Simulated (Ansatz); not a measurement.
Nb2GeB2 in space group P-6m2 (No. 187; Nb on 2h, Ge on 1a, B on 1b, B on 1f) at seven volumes, r²SCAN (plane waves, PAW; program Ansatz), shape and atoms relaxed at each. One row is withheld.

```
V (Å³/atom)  P (GPa)
-----------  -------
11.254         25.59
11.625         15.69
11.996          7.23
12.367          0.00
12.738             ?
13.109        -11.43
13.480        -15.83
```

Problem. Fit the shown pressures and predict the withheld one.

Solution. Third-order Birch–Murnaghan: P = (3/2)B₀(x^(7/2) − x^(5/2))[1 + (3/4)(B′ − 4)(x − 1)] with x = (V₀/V)^(2/3). Least squares on the six rows gives V₀ = 12.368 Å³/atom, B₀ = 221.5 GPa, B′ = 4.29. At V = 12.738, x = 0.9805 and P = -6.13 GPa. The run itself gave -6.17 GPa.

The start of the workflow was typed in or built on a structure type; neither database checked (COD, Materials Project) lists it. Its standing as an ambient phase is unchecked. Symmetry was held in the r²SCAN relaxation; whether a distortion lowers the energy is not shown. The run is not spin-polarised.

Potentials: the earlier of the program's two PAW sets. The files were generated under PBE; for other functionals the program regenerates the frozen cores, and for LDA and PBEsol the local potential too.
